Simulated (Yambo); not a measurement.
Yambo run on RbBr (CsCl type, space group Pm-3m, No. 221). The wavefunctions are PBEsol (pw.x of Quantum ESPRESSO, ONCV potentials, with spin-orbit coupling) ones on a 4×4×4 mesh (16 occupied bands); a = b = c = 4.0717 Å, α = β = γ = 90.00°.

Yambo input:

```
rim_cut
gw0
dyson
el_el_corr
HF_and_locXC
cohsex
em1s
RandQpts= 1000000
RandGvec= 1 Ry
EXXRLvcs= 46 Ry
VXCRLvcs= 184 Ry
Chimod= "HARTREE"
% BndsRnXs
 1 | 250 |
%
NGsBlkXs= 8 Ry
% LongDrXs
 1.0 | 1.0 | 1.0 |
%
ExtendOut
% QPkrange
 1 | 1 | 16 | 17 |
 6 | 6 | 16 | 16 |
%
```

k points by index: 1 = Γ, 6 = M.

Table of the .qp output:

```
#    K-point    Band    Eo [eV]    E [eV]    E-Eo [eV]    Vxc [eV]    Vnlxc [eV]    Sc|Eo [eV]    Re(Z)    Im(Z)
#
    1    16    -0.018106    -3.846311    -3.828205    -12.68743    -16.40990    -0.105742    1.000000    0.000000
    1    17    4.005672    3.770015    -0.235657    -7.810027    -3.742466    -4.303217    1.000000    0.000000
    6    16    0.000000    -3.761595    -3.761595    -12.76472    -16.50587    -0.020444    1.000000    0.000000
```
(The two width columns are left out.) Convergence of these settings isn't established.

Geometry relaxed with PBEsol.

This is not the ordinary phase of the substance; no match was found in the copy of COD used, and its stability was not checked.
